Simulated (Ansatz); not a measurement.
Ag2S:
```
CELL_PARAMETERS angstrom
      4.17419     0.00000     0.00000
      0.00000     7.21023     0.00000
     -1.58066     0.00000     3.86390
ATOMIC_POSITIONS crystal
  Ag 0.50000 0.00000 0.50000
  Ag 0.50000 0.50000 0.50000
  Ag 0.10680 0.25000 0.89292
  Ag 0.89320 0.75000 0.10708
  S  0.72681 0.25000 0.27300
  S  0.27319 0.75000 0.72700
```

Relaxed with PBEsol. Independent-particle spectrum: no excitons, no local fields, no scissors shift; 0.1 eV broadening; ε₁ of the summed bands alone.

Problem. Tabulate the dielectric function from DFT-PBEsol in the program Ansatz with PAW potentials.

Solution. 

```
E (eV)  ε₁ xx  ε₂ xx  ε₁ yy  ε₂ yy  ε₁ zz  ε₂ zz
------  -----  -----  -----  -----  -----  -----
0.0     11.47   0.00   9.43   0.00  11.90   0.00
0.3     11.59   0.00   9.49   0.00  12.04   0.00
0.6     11.96   0.00   9.68   0.00  12.49   0.00
0.9     12.89   0.11  10.04   0.00  13.81   0.25
1.2     13.54   0.71  10.66   0.02  13.88   1.52
1.5     15.59   0.85  11.96   0.26  15.61   1.22
1.8     19.17   4.16  13.27   1.56  19.15   4.75
2.1     19.06  11.88  13.72   3.94  19.92  11.53
2.4     12.88  15.70  13.86   5.49  14.13  17.86
2.7      5.97  16.45  13.44   8.44   4.58  17.56
3.0      2.39  12.24  11.87  11.27   1.89  12.24
3.3      2.30   9.29   8.61  12.60   1.71   9.88
3.6      3.01   7.45   5.07  12.50   2.19   7.44
3.9      3.95   6.99   2.16   9.55   3.38   7.29
4.2      4.56   7.47   3.95   8.02   3.82   7.21
4.5      4.86   8.16   5.00   8.79   4.14   8.09
4.8      2.87   9.53   2.50  10.46   1.77   8.78
5.1      1.18  10.04  -0.04  10.04   1.02   8.33
5.4      0.09   7.61  -0.77   7.71   0.84   7.13
5.7      0.19   7.13  -0.53   6.37   0.34   6.73
6.0     -0.39   6.53  -0.05   5.91  -0.07   6.10
6.3      0.08   5.46  -0.21   5.94   0.74   5.29
6.6      0.68   5.81  -0.29   5.16   0.86   5.90
6.9     -0.41   6.02  -0.07   5.16  -0.04   6.06
7.2     -0.48   5.68  -0.66   5.12  -0.30   5.83
7.5     -0.95   5.24  -0.90   4.52  -0.91   5.38
7.8     -1.48   4.85  -0.97   4.23  -1.33   4.87
8.1     -1.52   4.05  -1.01   3.51  -1.41   4.16
8.4     -1.23   3.57  -0.63   3.11  -1.20   3.63
8.7     -1.31   3.42  -0.37   3.08  -1.13   3.46
9.0     -1.25   2.91  -0.49   3.14  -1.15   3.08
9.3     -0.90   2.58  -0.38   3.02  -0.89   2.74
9.6     -0.67   2.76  -0.60   3.13  -0.71   2.79
9.9     -0.81   2.61  -0.82   2.71  -0.70   2.68
10.2    -0.91   2.44  -0.98   2.45  -0.90   2.58
10.5    -0.91   2.10  -0.89   2.00  -0.92   2.24
10.8    -0.72   1.86  -0.59   1.64  -0.75   1.95
11.1    -0.59   1.76  -0.26   1.62  -0.62   1.88
11.4    -0.52   1.65  -0.23   1.65  -0.60   1.74
11.7    -0.37   1.50  -0.20   1.56  -0.46   1.58
12.0    -0.18   1.49  -0.10   1.48  -0.28   1.53
```

Problem. From ε at 1.9 eV (xx: 20.03 + 6.21i), find n, k, the normal reflectivity and the absorption coefficient.

Solution. n = 4.53, k = 0.686, R = 42 %, α = 2kE/ħc = 130000 cm⁻¹.

With all bands, ε∞ without local fields is 11.8 (xx), 9.72 (yy), 12.2 (zz). DFPT, with local fields, gives 11.1 (xx), 9.06 (yy), 11.6 (zz).

Space group Cmcm. The workflow started from a Materials Project entry (that database holds measured and hypothetical structures alike); the Crystallography Open Database copy checked does not list it. COD files the formula under space group No. 4, 14, so this cell is another polymorph or a model. Its standing as an ambient phase is unchecked. The cell was relaxed with PBEsol under the symmetry of its start; whether a distortion lowers the energy is not shown. The run is not spin-polarised. Scalar-relativistic: spin–orbit coupling is off unless named, which matters more the heavier the elements.

Potentials: the later of the program's two PAW sets.
